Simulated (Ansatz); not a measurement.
The cell below belongs to a search over invented structures; it isn't taken from experiment.

Input and command of a plane-wave DFT calculation in Ansatz:

```yaml
crystal:
  lattice:
    - [2.43541843, 1.40608948, 7.30640742]
    - [-2.43541843, 1.40608948, 7.30640742]
    - [0.0, -2.81217897, 7.30640742]
  atoms:
    - { symbol: Mg, position: [0.20843721, 0.20843721, 0.20843721] }
    - { symbol: Mg, position: [0.79156279, 0.79156279, 0.79156279] }
    - { symbol: Mg, position: [0.5, 0.5, 0.0] }
    - { symbol: Mg, position: [0.0, 0.5, 0.5] }
    - { symbol: Mg, position: [0.5, 0.0, 0.5] }
    - { symbol: Zr, position: [0.5, 0.5, 0.5] }
    - { symbol: "N", position: [0.63780464, 0.63780464, 0.63780464] }
    - { symbol: "N", position: [0.36219536, 0.36219536, 0.36219536] }
basis:
  ecutwfc: 420
kpoints:
  mp_grid: { grid: [4, 4, 4] }
hamiltonian:
  xc: pbe
scf:
  occupations: { method: gaussian, width: 0.2 }
  lower_state_search: "off"
output:
  forces: true
  stress: true
  eigenvalues: true
relax:
  adjacent_minimum: "off"
  f_tol: 0.08
  max_steps: 16
  cell: { stress_tol: 0.8 }
```

```bash
ansatz run input.yaml --threads 1 --pin off --max-ram 2560MiB --backend cpu --events-out ev --progress --plain --runs-dir out
```

Processor: Arm Neoverse V2, 1 thread, on a host shared with other jobs.

Estimate time, memory and problem size.

About 83 s, peak memory 0.46 GiB. It solves 44 bands at 13 k points (after reduction by symmetry) with about 3613 plane waves (on the last cell), in 100 SCF iterations over 15 ionic steps.
